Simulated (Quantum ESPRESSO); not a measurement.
# MgAlInGaSP3: finding a planted mistake in a log

Simulated, not a measurement. The program is pw.x of Quantum ESPRESSO 7.5 (plane-wave density functional theory). The cell is made up: 8 atoms on a zincblende/diamond lattice, with randomly drawn elements, strain and displacements, not relaxed. PseudoDojo standard norm-conserving files (v0.5 for PBE, v0.4.1 for LDA and PBEsol) set the functional; there is no spin polarisation, spin-orbit coupling or dispersion term, and the masses in the input are unused placeholders.

Intended input:

```
&control calculation='scf', pseudo_dir='./dojo.nc.sr.pbe.v0_5.standard.upf', outdir='./o', disk_io='medium', tprnfor=.true., tstress=.true. /
&system ibrav=0, nat=8, ntyp=6, nbnd=36, ecutwfc=84.00895049, nosym=.true., tot_charge=0,
 occupations='smearing', smearing='fd', degauss=0.0018374661
/
&electrons conv_thr=7.350e-09, electron_maxstep=60, /
ATOMIC_SPECIES
Al 1.0 Al.upf
Ga 1.0 Ga.upf
In 1.0 In.upf
Mg 1.0 Mg.upf
P 1.0 P.upf
S 1.0 S.upf
CELL_PARAMETERS angstrom
5.6145 0.0915 -0.0434
0.0915 5.6354 -0.0352
-0.0434 -0.0352 5.6594
ATOMIC_POSITIONS angstrom
Mg 0.0195 -0.0088 -0.057
Al 0.0239 2.758 2.7982
In 2.7503 0.0107 2.8195
Ga 2.8276 2.8305 -0.0289
S 1.4837 1.3565 1.4077
P 1.418 4.2211 4.1368
P 4.1758 1.4881 4.2484
P 4.2595 4.2622 1.3584
K_POINTS automatic
4 4 4 1 1 1
```

The log is shortened where brackets say so; the opening notice, blank lines, dates and the lines on written files are dropped, and the path of the files is cut. It prints rydbergs, bohrs and kilobars, and counts compression as positive stress.

Log of the intended run:

```
     Program PWSCF v.7.5
     Parallel version (MPI & OpenMP), running on       1 processor cores
     Number of MPI processes:                 1
     Threads/MPI process:                     1
     [start-up lines left out]
     bravais-lattice index     =            0
     lattice parameter (alat)  =      10.6116  a.u.
     unit-cell volume          =    1207.9416 (a.u.)^3
     number of atoms/cell      =            8
     number of atomic types    =            6
     number of electrons       =        60.00
     number of Kohn-Sham states=           36
     kinetic-energy cutoff     =      84.0090  Ry
     charge density cutoff     =     336.0358  Ry
     scf convergence threshold =      7.3E-09
     mixing beta               =       0.7000
     number of iterations used =            8  plain     mixing
     Exchange-correlation= PBE
                           (   1   4   3   4   0   0   0)
     [axes and pseudopotential details left out]
   Cartesian axes
     site n.     atom                  positions (alat units)
         1        Mg     tau(   1) = (   0.0034726  -0.0015671  -0.0101506  )
         2        Al     tau(   2) = (   0.0042561   0.4911482   0.4983070  )
         3        In     tau(   3) = (   0.4897770   0.0019055   0.5021002  )
         4        Ga     tau(   4) = (   0.5035426   0.5040591  -0.0051465  )
         5        S      tau(   5) = (   0.2642192   0.2415673   0.2506850  )
         6        P      tau(   6) = (   0.2525193   0.7516989   0.7366867  )
         7        P      tau(   7) = (   0.7436318   0.2650028   0.7565605  )
         8        P      tau(   8) = (   0.7585372   0.7590180   0.2419056  )
     number of k points=    32  Fermi-Dirac smearing, width (Ry)=  0.0018
                       cart. coord. in units 2pi/alat
        k(    1) = (   0.1239824   0.1233291   0.1257463), wk =   0.0625000
        k(    2) = (   0.1258754   0.1248479   0.3738272), wk =   0.0625000
     [further k points left out]
     Dense  grid:   125613 G-vectors     FFT dimensions: (  64,  64,  64)
     Estimated max dynamical RAM per process >     173.79 MB
     Initial potential from superposition of free atoms
     starting charge      59.9897, renormalised to      60.0000
     Starting wfcs are   43 randomized atomic wfcs
     total cpu time spent up to now is       14.9 secs
     per-process dynamical memory:   100.5 Mb
     Self-consistent Calculation
     iteration #  1     ecut=    84.01 Ry     beta= 0.70
     Davidson diagonalization with overlap
     ethr =  1.00E-02,  avg # of iterations =  4.2
     Threshold (ethr) on eigenvalues was too large:
     Diagonalizing with lowered threshold
     Davidson diagonalization with overlap
     ethr =  7.72E-04,  avg # of iterations =  1.8
     total cpu time spent up to now is       73.7 secs
     total energy              =    -472.94659982 Ry
     estimated scf accuracy    <       0.46512541 Ry
     iteration #  2     ecut=    84.01 Ry     beta= 0.70
     Davidson diagonalization with overlap
     ethr =  7.75E-04,  avg # of iterations =  3.1
     total cpu time spent up to now is      102.2 secs
     total energy              =    -473.06336368 Ry
     estimated scf accuracy    <       0.15317961 Ry
     [iterations 3 to 8 left out]
     iteration #  9     ecut=    84.01 Ry     beta= 0.70
     Davidson diagonalization with overlap
     ethr =  3.78E-10,  avg # of iterations =  2.1
     total cpu time spent up to now is      333.9 secs
     total energy              =    -473.09764094 Ry
     estimated scf accuracy    <       0.00000002 Ry
     iteration # 10     ecut=    84.01 Ry     beta= 0.70
     Davidson diagonalization with overlap
     ethr =  3.55E-11,  avg # of iterations =  3.3
     total cpu time spent up to now is      367.9 secs
     End of self-consistent calculation
     [lines on levels left out]
!    total energy              =    -473.09764094 Ry
     estimated scf accuracy    <          2.0E-09 Ry
     smearing contrib. (-TS)   =      -0.00000000 Ry
     internal energy E=F+TS    =    -473.09764094 Ry
     The total energy is F=E-TS. E is the sum of the following terms:
     one-electron contribution =    -254.47712765 Ry
     hartree contribution      =     155.82146935 Ry
     xc contribution           =    -118.73703880 Ry
     ewald contribution        =    -255.70494384 Ry
     convergence has been achieved in  10 iterations
     Forces acting on atoms (cartesian axes, Ry/au):
     atom    1 type  4   force =    -0.01577797   -0.01178330    0.02065231
     atom    2 type  1   force =    -0.02027613    0.01664997    0.01617806
     atom    3 type  3   force =     0.05987741   -0.03075911    0.05056720
     atom    4 type  2   force =     0.02075288    0.04155797   -0.01543647
     atom    5 type  6   force =    -0.06489398    0.07504293   -0.04392618
     atom    6 type  5   force =    -0.02045301   -0.07037304    0.01964587
     atom    7 type  5   force =     0.01696714    0.02794206   -0.01833391
     atom    8 type  5   force =     0.02380365   -0.04827748   -0.02934689
     Total force =     0.184231     Total SCF correction =     0.000142
     Computing stress (Cartesian axis) and pressure
          total   stress  (Ry/bohr**3)                   (kbar)     P=       30.19
   0.00020671  -0.00020580   0.00002664           30.41      -30.27        3.92
  -0.00020580   0.00020581  -0.00004694          -30.27       30.28       -6.91
   0.00002664  -0.00004694   0.00020320            3.92       -6.91       29.89
     init_run     :     13.65s CPU     14.62s WALL (       1 calls)
     electrons    :    329.52s CPU    353.11s WALL (       1 calls)
     forces       :      4.11s CPU      4.15s WALL (       1 calls)
     stress       :     19.67s CPU     19.77s WALL (       1 calls)
     [timing details left out]
     PWSCF        :   6m 7.29s CPU   6m32.53s WALL
     JOB DONE.
```

A second run was made from an input with one planted mistake. Its log:

```
     Program PWSCF v.7.5
     Parallel version (MPI & OpenMP), running on       1 processor cores
     Number of MPI processes:                 1
     Threads/MPI process:                     1
     [start-up lines left out]
     bravais-lattice index     =            0
     lattice parameter (alat)  =      10.6116  a.u.
     unit-cell volume          =    1207.9416 (a.u.)^3
     number of atoms/cell      =            8
     number of atomic types    =            6
     number of electrons       =        60.00
     number of Kohn-Sham states=           36
     kinetic-energy cutoff     =      84.0090  Ry
     charge density cutoff     =     336.0358  Ry
     scf convergence threshold =      2.9E-03
     mixing beta               =       0.7000
     number of iterations used =            8  plain     mixing
     Exchange-correlation= PBE
                           (   1   4   3   4   0   0   0)
     [axes and pseudopotential details left out]
   Cartesian axes
     site n.     atom                  positions (alat units)
         1        Mg     tau(   1) = (   0.0034726  -0.0015671  -0.0101506  )
         2        Al     tau(   2) = (   0.0042561   0.4911482   0.4983070  )
         3        In     tau(   3) = (   0.4897770   0.0019055   0.5021002  )
         4        Ga     tau(   4) = (   0.5035426   0.5040591  -0.0051465  )
         5        S      tau(   5) = (   0.2642192   0.2415673   0.2506850  )
         6        P      tau(   6) = (   0.2525193   0.7516989   0.7366867  )
         7        P      tau(   7) = (   0.7436318   0.2650028   0.7565605  )
         8        P      tau(   8) = (   0.7585372   0.7590180   0.2419056  )
     number of k points=    32  Fermi-Dirac smearing, width (Ry)=  0.0018
                       cart. coord. in units 2pi/alat
        k(    1) = (   0.1239824   0.1233291   0.1257463), wk =   0.0625000
        k(    2) = (   0.1258754   0.1248479   0.3738272), wk =   0.0625000
     [further k points left out]
     Dense  grid:   125613 G-vectors     FFT dimensions: (  64,  64,  64)
     Estimated max dynamical RAM per process >     173.79 MB
     Initial potential from superposition of free atoms
     starting charge      59.9897, renormalised to      60.0000
     Starting wfcs are   43 randomized atomic wfcs
     total cpu time spent up to now is       14.9 secs
     per-process dynamical memory:   109.1 Mb
     Self-consistent Calculation
     iteration #  1     ecut=    84.01 Ry     beta= 0.70
     Davidson diagonalization with overlap
     ethr =  1.00E-02,  avg # of iterations =  4.2
     Threshold (ethr) on eigenvalues was too large:
     Diagonalizing with lowered threshold
     Davidson diagonalization with overlap
     ethr =  7.72E-04,  avg # of iterations =  1.8
     total cpu time spent up to now is       66.9 secs
     total energy              =    -472.94659982 Ry
     estimated scf accuracy    <       0.46512541 Ry
     iteration #  2     ecut=    84.01 Ry     beta= 0.70
     Davidson diagonalization with overlap
     ethr =  7.75E-04,  avg # of iterations =  3.1
     total cpu time spent up to now is       95.1 secs
     total energy              =    -473.06336368 Ry
     estimated scf accuracy    <       0.15317961 Ry
     iteration #  3     ecut=    84.01 Ry     beta= 0.70
     Davidson diagonalization with overlap
     ethr =  2.55E-04,  avg # of iterations =  2.5
     total cpu time spent up to now is      122.7 secs
     total energy              =    -473.09461184 Ry
     estimated scf accuracy    <       0.00952878 Ry
     iteration #  4     ecut=    84.01 Ry     beta= 0.70
     Davidson diagonalization with overlap
     c_bands:  1 eigenvalues not converged
     ethr =  1.59E-05,  avg # of iterations = 11.2
     total cpu time spent up to now is      164.6 secs
     End of self-consistent calculation
     [lines on levels left out]
!    total energy              =    -473.09689719 Ry
     estimated scf accuracy    <       0.00173305 Ry
     smearing contrib. (-TS)   =      -0.00000000 Ry
     internal energy E=F+TS    =    -473.09689719 Ry
     The total energy is F=E-TS. E is the sum of the following terms:
     one-electron contribution =    -254.52413401 Ry
     hartree contribution      =     155.87760671 Ry
     xc contribution           =    -118.74542605 Ry
     ewald contribution        =    -255.70494384 Ry
     convergence has been achieved in   4 iterations
     Forces acting on atoms (cartesian axes, Ry/au):
     atom    1 type  4   force =    -0.01768957   -0.01297764    0.01976015
     atom    2 type  1   force =    -0.02183549    0.01767768    0.01745107
     atom    3 type  3   force =     0.06172022   -0.03197215    0.05347114
     atom    4 type  2   force =     0.02571907    0.04472059   -0.02001006
     atom    5 type  6   force =    -0.06556965    0.07347231   -0.04367393
     atom    6 type  5   force =    -0.02145563   -0.07006519    0.01982368
     atom    7 type  5   force =     0.01609001    0.02710487   -0.01782704
     atom    8 type  5   force =     0.02302103   -0.04796048   -0.02899500
     Total force =     0.187264     Total SCF correction =     0.125372
     SCF correction compared to forces is large: reduce conv_thr to get better values
     Computing stress (Cartesian axis) and pressure
          total   stress  (Ry/bohr**3)                   (kbar)     P=       34.37
   0.00024808  -0.00020225   0.00002152           36.49      -29.75        3.17
  -0.00020225   0.00022707  -0.00003919          -29.75       33.40       -5.76
   0.00002152  -0.00003919   0.00022569            3.17       -5.76       33.20
     init_run     :     12.86s CPU     14.68s WALL (       1 calls)
     electrons    :    141.85s CPU    149.68s WALL (       1 calls)
     forces       :      5.75s CPU      5.84s WALL (       1 calls)
     stress       :     21.74s CPU     22.64s WALL (       1 calls)
     [timing details left out]
     PWSCF        :   3m 2.54s CPU   3m13.38s WALL
     JOB DONE.
```

Question: what was wrong in the second input?

Answer: the self-consistency threshold is too loose. The input lines that differ, file-writing options aside:

```
- &electrons conv_thr=7.350e-09, electron_maxstep=60, /
+ &electrons conv_thr=2.940e-03, electron_maxstep=60, /
```

```
                                            intended run  run with the mistake
                          free energy (eV)     -6436.821             -6436.811
                    smearing term -TS (eV)        0.0000                0.0000
                            pressure (GPa)          3.02                  3.44
            largest force component (eV/Å)         1.929                 1.889
largest change of a force component (eV/Å)                               0.128
                                iterations            10                     4
```

For scale, a rerun of the intended cell at 1437 eV and a 6 x 6 x 6 mesh moved values by no more than 0.006 eV in energy, 0.02 GPa in stress and 0.003 eV/Å in force.